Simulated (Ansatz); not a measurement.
## SrTiO₃: reading a single point

```xyz
10
Lattice="3.9023 0.0000 3.9023 0.0000 3.9023 0.0000 3.9023 0.0000 -3.9023" Properties=species:S:1:pos:R:3 pbc="T T T"
Sr    0.0000    0.0000    0.0000
Sr    3.9023    0.0000    0.0000
Ti    1.9512    1.9512   -1.9512
Ti    1.9512    1.9512    1.9512
O     3.9023    1.9512   -1.9512
O     3.9023    1.9512    1.9512
O     1.9512    0.0000   -1.9512
O     1.9512    0.0000    1.9512
O     1.9512    1.9512    0.0000
O     5.8535    1.9512    0.0000
```

The numbers come from plane-wave PAW DFT (Ansatz): r2SCAN, collinear spin, 500 eV, 3×5×3 (shifted by 0, 0.5, 0 steps) k points, cold occupations (width 0.0343 eV). Nothing was relaxed.

The state carries no moments; the state need not be the lowest.

Problem. What does the stress say?

Solution. The pressure is 0.7 GPa (compression positive), so with the atoms held at these fractions the cell would first expand.

Problem. What do density and ELF say about some of the short contacts?

Solution. Ti–O at 1.95 Å: least valence density 0.71 e/Å³ and ELF 0.20 there. Sr–O at 2.76 Å: least valence density 0.14 e/Å³ and ELF 0.06 there, a closed-shell (ionic or weak) contact. These are pseudo-fields; inside the PAW spheres they differ from the all-electron ones.

Problem. Which orbitals make up the band edges?

Solution. Within 0.7 eV of the edges, the states project mainly on O p (98 %) below the gap and on Ti d (92 %) above it.

Problem. What is the band gap?

Solution. The gap is 2.26 eV, indirect or between spins (the least direct gap found is 2.35 eV).

Origin: a database entry at a rescaled volume. Caveats: the input typed no starting moments.
